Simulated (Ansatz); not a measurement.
GaN:
Space group P6₃mc (No. 186); a = b = 3.151 Å, c = 10.283 Å, α = β = 90.00°, γ = 120.00°

```
atom  site  symmetry       x       y       z
----  ----  --------  ------  ------  ------
Ga      2a       3m.  0.0000  0.0000  0.0004
Ga      2b       3m.  0.3333  0.6667  0.2502
N       2a       3m.  0.0000  0.0000  0.3126
N       2b       3m.  0.3333  0.6667  0.0624
```

Relaxed with LDA.

Which orbitals make up the states near the band edges in LDA in the plane-wave PAW code Ansatz?

Top 1 eV of the valence band: N 2p 88 %, Ga 4p 7 %. Bottom 1 eV of the conduction band: N 2s 41 %, Ga 4s 33 %, N 2p 16 %, Ga 4p 8 %. Projections are on Löwdin-orthogonalised atomic valence shells; empty p or d shells of many metals are not among them.

Tabulate the density of states.

States/eV per cell of 8 atoms, in 0.25 eV bins, energy from the valence-band maximum.

```tsv
E (eV)	total	N 2p	Ga 4p	Ga 4s
-7.85	0.00	0.00	0.00	0.00
-7.60	0.00	0.00	0.00	0.00
-7.35	0.02	0.01	0.00	0.01
-7.10	0.55	0.29	0.11	0.14
-6.85	1.60	0.84	0.28	0.43
-6.60	2.76	1.46	0.41	0.78
-6.35	3.90	2.08	0.49	1.16
-6.10	5.01	2.71	0.47	1.54
-5.85	4.25	2.30	0.38	1.22
-5.60	2.83	1.51	0.29	0.69
-5.35	1.85	0.98	0.21	0.38
-5.10	1.47	0.78	0.17	0.27
-4.85	1.46	0.80	0.23	0.21
-4.60	1.67	0.95	0.32	0.19
-4.35	2.57	1.55	0.58	0.22
-4.10	2.92	1.81	0.65	0.23
-3.85	2.69	1.70	0.57	0.21
-3.60	3.57	2.33	0.79	0.22
-3.35	3.92	2.63	0.83	0.23
-3.10	4.03	2.78	0.82	0.22
-2.85	4.12	2.92	0.82	0.18
-2.60	4.30	3.13	0.82	0.16
-2.35	4.96	3.71	0.91	0.13
-2.10	4.85	3.70	0.81	0.12
-1.85	5.47	4.29	0.84	0.10
-1.60	6.65	5.35	0.95	0.09
-1.35	5.83	4.79	0.73	0.06
-1.10	4.75	4.00	0.51	0.04
-0.85	3.33	2.86	0.29	0.03
-0.60	2.36	2.08	0.16	0.01
-0.35	1.65	1.49	0.08	0.00
-0.10	0.66	0.61	0.02	0.00
0.15	0.00	0.00	0.00	0.00
0.40	0.00	0.00	0.00	0.00
0.65	0.00	0.00	0.00	0.00
0.90	0.00	0.00	0.00	0.00
1.15	0.00	0.00	0.00	0.00
1.40	0.00	0.00	0.00	0.00
1.65	0.00	0.00	0.00	0.00
1.90	0.00	0.00	0.00	0.00
2.15	0.00	0.00	0.00	0.00
2.40	0.03	0.00	0.00	0.01
2.65	0.07	0.01	0.01	0.02
2.90	0.11	0.02	0.01	0.03
3.15	0.16	0.03	0.02	0.04
3.40	0.22	0.05	0.03	0.05
3.65	0.29	0.07	0.05	0.07
3.90	0.57	0.10	0.17	0.10
4.15	1.15	0.16	0.44	0.15
4.40	2.31	0.29	0.98	0.28
4.65	2.76	0.39	1.15	0.34
4.90	2.84	0.45	1.15	0.36
5.15	2.98	0.50	1.21	0.38
5.40	4.36	0.71	1.81	0.60
5.65	3.52	0.62	1.42	0.53
5.90	2.62	0.49	0.95	0.50
6.15	2.80	0.56	1.03	0.53
6.40	2.65	0.55	1.00	0.49
6.65	1.56	0.35	0.58	0.30
6.90	2.31	0.56	0.64	0.62
```

Space group P6_3mc. The cell is a constructed one: a structure type filled with these elements. Its sites differ from those of the usual phase in this space group: another stacking or structure type. The cell was relaxed with LDA under the symmetry of its start; phonons on a q-mesh show no instability. Scalar-relativistic: spin–orbit coupling is off unless named, which matters more the heavier the elements.

Potentials: the later of the program's two PAW sets.
